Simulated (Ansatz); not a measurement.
Starting cell, ZnO (wurtzite):

```yaml
crystal:
  lattice:
    - [6.47037, 0.00000, 0.00000]
    - [-1.61759, 2.80175, 0.00000]
    - [0.00000, 0.00000, 5.21141]
  atoms:
    - { symbol: Zn, position: [0.33333, 0.33333, 0.00241] }
    - { symbol: Zn, position: [0.83333, 0.33333, 0.00241] }
    - { symbol: Zn, position: [0.16667, 0.66667, 0.50241] }
    - { symbol: Zn, position: [0.66667, 0.66667, 0.50241] }
    - { symbol: O, position: [0.33333, 0.33333, 0.62279] }
    - { symbol: O, position: [0.83333, 0.33333, 0.62279] }
    - { symbol: O, position: [0.16667, 0.66667, 0.12279] }
    - { symbol: O, position: [0.66667, 0.66667, 0.12279] }
```

A phonon eigenvector at M = (0.5, 0.0, 0.0) is frozen into this cell: atom i moves by Q times the vector below, so Q is the largest atomic displacement, in Å. The cell is held. (q is in reciprocal vectors of the primitive cell; the cell shown is doubled to hold the pattern.)

| atom | x | y | z |
|---|---|---|---|
| Zn1 | -0.074 | -0.043 | 0.151 |
| Zn2 | 0.074 | 0.043 | -0.151 |
| Zn3 | 0.074 | 0.043 | 0.151 |
| Zn4 | -0.074 | -0.043 | -0.151 |
| O5 | -0.098 | -0.056 | -0.994 |
| O6 | 0.098 | 0.056 | 0.994 |
| O7 | 0.098 | 0.056 | -0.994 |
| O8 | -0.098 | -0.056 | 0.994 |

Calculation: r2SCAN (plane waves to 500 eV, PAW, scalar-relativistic; Ansatz, a first-principles code). k mesh 6×12×7 (Γ-centred), Fermi-Dirac smearing 0.05 eV. The energy includes the smearing's −TS. ZnO was relaxed with its symmetry unable to fall. ΔE is measured from the undisplaced structure.

```
Q (Å)    ΔE (meV/cell)
-------  -------------
-0.2800       withheld
-0.2333           1534
-0.1867            941
-0.1400            512
-0.0933            222
-0.0467             55
0.0000               0
0.0467              55
0.0933             222
0.1400             512
0.1867             941
0.2333            1534
0.2800        withheld
```

Problem. Fit an even polynomial form (powers 2, 4) to the given rows and predict ΔE at Q = 0.2800.

Solution. Least squares on the 11 given rows: ΔE = (24940)·Q² + (59560)·Q⁴, in meV/cell with Q in Å; root-mean-square residual 0.4 meV/cell. At 0.2800 the fit gives 2321 meV/cell; the calculation gives 2327 meV/cell, so the extrapolation is off by -6 (-0.3 %). The quadratic term alone would give 1955 meV/cell.

(A displaced cell: forces are minus the slopes of the energy, force constants its curvatures, and phonons follow from these.)
